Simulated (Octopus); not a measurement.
Nb (Im-3m, No. 229):
```
Nb
1.0
   -1.65881     1.65881     1.65881
    1.65881    -1.65881     1.65881
    1.65881     1.65881    -1.65881
Nb
1
Direct
  0.00000   0.00000   0.00000
```
The cell is a database entry, not relaxed again.

All numbers are Octopus results at the level LDA (grid spacing about 0.16 Å, Γ-centred 12×12×12 k-mesh, Fermi-Dirac smearing of 0.1 eV, no spin polarisation; PseudoDojo 0.4 LDA potentials), not measurements.

**Question.** What band gap does LDA give on the standard high-symmetry path?

**Answer.** none: the cell holds an odd number of electrons, so a band is partly filled.
